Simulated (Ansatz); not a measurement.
LiBr (rock salt)

```yaml
crystal:
  lattice:
    - [0.00000, 2.70567, 2.70567]
    - [2.70567, 0.00000, 2.70567]
    - [2.70567, 2.70567, 0.00000]
  atoms:
    - { symbol: Br, position: [0.00000, 0.00000, 0.00000] }
    - { symbol: Li, position: [0.50000, 0.50000, 0.50000] }
```

Grid over V/V₀ and (c/a)/(c/a)₀, subscript 0 meaning the relaxed cell; the conventional c axis lies along z; no internal relaxation.

These are PBEsol (plane waves to 420 eV, PAW, scalar-relativistic; Ansatz, a first-principles code) values and carry that method's errors. k mesh 11×11×11 (Γ-centred), Fermi-Dirac smearing 0.05 eV. Energies are smeared free energies. Stress and pressure are positive under compression. LiBr was relaxed with its symmetry unable to fall. ΔE is measured from the relaxed starting cell.

ΔE (meV/atom), with V/V₀ across and (c/a)/(c/a)₀ down:

```csv
(c/a)/(c/a)₀ \ V/V₀,0.960,0.980,1.000,1.020,1.040
0.920,16.4,12.9,11.1,10.8,11.8
0.960,6.1,3.5,2.5,3.0,4.7
1.000,3.0,0.7,0.0,0.7,2.7
1.040,5.7,3.1,2.2,2.7,4.4
1.080,13.0,9.7,8.1,8.0,9.2
```

σxx (GPa), with V/V₀ across and (c/a)/(c/a)₀ down:

| (c/a)/(c/a)₀ \ V/V₀ | 0.960 | 0.980 | 1.000 | 1.020 | 1.040 |
|---|---|---|---|---|---|
| 0.920 | 0.35 | -0.21 | -0.71 | -1.15 | -1.55 |
| 0.960 | 0.75 | 0.13 | -0.42 | -0.91 | -1.35 |
| 1.000 | 1.28 | 0.60 | -0.01 | -0.55 | -1.04 |
| 1.040 | 1.94 | 1.20 | 0.52 | -0.08 | -0.62 |
| 1.080 | 2.73 | 1.91 | 1.17 | 0.51 | -0.09 |

Read from the data:

```
Quantity                                                                                            Value
-----------------------------------------------------  --------------------------------------------------
Shear modulus C′ = (C11 − C12)/2 (fit, atoms clamped)                                            17.7 GPa
Lowest place on the grid                                V/V₀ = 1.000, (c/a)/(c/a)₀ = 1.000 (0.0 meV/atom)
Highest place on the grid                              V/V₀ = 0.960, (c/a)/(c/a)₀ = 0.920 (16.4 meV/atom)
```

(A scan under strain: stresses follow from slopes of the energy per volume, elastic moduli from its curvatures.)
